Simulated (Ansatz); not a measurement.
MgF2:
```xyz
6
Lattice="4.6385 0.0000 0.0000 0.0000 4.6401 0.0000 0.0000 0.0000 3.0624" Properties=species:S:1:pos:R:3 pbc="T T T"
Mg     2.3192     2.3200     1.5312
Mg     0.0000     0.0000     0.0000
F      3.7258     0.9114     1.5312
F      0.9126     3.7286     1.5312
F      1.4066     1.4086     0.0000
F      3.2319     3.2315     0.0000
```

Relaxed with PBEsol.

Q: Which orbitals make up the states near the band edges in PBEsol (plane waves, PAW; program Ansatz)?

A: Top 1 eV of the valence band: F 2p 99 %. Bottom 1 eV of the conduction band: Mg 3s 74 %, F 2s 21 %. Projections are on Löwdin-orthogonalised atomic valence shells; empty p or d shells of many metals are not among them.

Q: Tabulate the density of states.

A: States/eV per cell of 6 atoms, in 0.25 eV bins, energy from the valence-band maximum.

```
E (eV)  total   F 2p  Mg 3s  F 2s
------  -----  -----  -----  ----
-4.20    0.00   0.00   0.00  0.00
-3.95    0.44   0.39   0.05  0.00
-3.70    1.71   1.55   0.14  0.01
-3.45    4.91   4.49   0.35  0.03
-3.20    4.49   4.14   0.27  0.03
-2.95    4.08   3.91   0.10  0.02
-2.70    5.39   5.18   0.12  0.02
-2.45    5.07   4.88   0.11  0.02
-2.20    5.94   5.74   0.11  0.03
-1.95    6.24   6.08   0.07  0.02
-1.70    7.14   6.99   0.06  0.02
-1.45    9.81   9.69   0.03  0.01
-1.20   12.69  12.56   0.02  0.01
-0.95    5.10   5.06   0.01  0.00
-0.70   11.42  11.35   0.01  0.00
-0.45    9.71   9.67   0.00  0.00
-0.20    1.73   1.73   0.00  0.00
0.05     0.10   0.10   0.00  0.00
0.30     0.00   0.00   0.00  0.00
0.55     0.00   0.00   0.00  0.00
0.80     0.00   0.00   0.00  0.00
1.05     0.00   0.00   0.00  0.00
1.30     0.00   0.00   0.00  0.00
1.55     0.00   0.00   0.00  0.00
1.80     0.00   0.00   0.00  0.00
2.05     0.00   0.00   0.00  0.00
2.30     0.00   0.00   0.00  0.00
2.55     0.00   0.00   0.00  0.00
2.80     0.00   0.00   0.00  0.00
3.05     0.00   0.00   0.00  0.00
3.30     0.00   0.00   0.00  0.00
3.55     0.00   0.00   0.00  0.00
3.80     0.00   0.00   0.00  0.00
4.05     0.00   0.00   0.00  0.00
4.30     0.00   0.00   0.00  0.00
4.55     0.00   0.00   0.00  0.00
4.80     0.00   0.00   0.00  0.00
5.05     0.00   0.00   0.00  0.00
5.30     0.00   0.00   0.00  0.00
5.55     0.00   0.00   0.00  0.00
5.80     0.00   0.00   0.00  0.00
6.05     0.00   0.00   0.00  0.00
6.30     0.00   0.00   0.00  0.00
6.55     0.00   0.00   0.00  0.00
6.80     0.00   0.00   0.00  0.00
7.05     0.05   0.00   0.04  0.01
7.30     0.11   0.00   0.08  0.02
7.55     0.16   0.01   0.12  0.03
7.80     0.21   0.01   0.15  0.04
8.05     0.25   0.02   0.18  0.05
8.30     0.30   0.02   0.22  0.05
8.55     0.35   0.03   0.25  0.05
8.80     0.40   0.03   0.29  0.06
9.05     0.52   0.05   0.38  0.07
9.30     0.52   0.05   0.38  0.06
9.55     0.51   0.05   0.37  0.06
9.80     0.61   0.06   0.44  0.06
10.05    0.70   0.06   0.49  0.06
10.30    0.78   0.07   0.53  0.06
10.55    0.86   0.07   0.57  0.06
10.80    0.95   0.07   0.60  0.05
11.05    1.06   0.08   0.63  0.05
11.30    1.12   0.07   0.60  0.04
11.55    1.23   0.07   0.57  0.04
```

Space group P4_2/mnm (rutile). The cell was relaxed with PBEsol under the symmetry of its start.

Potentials: the later of the program's two PAW sets.
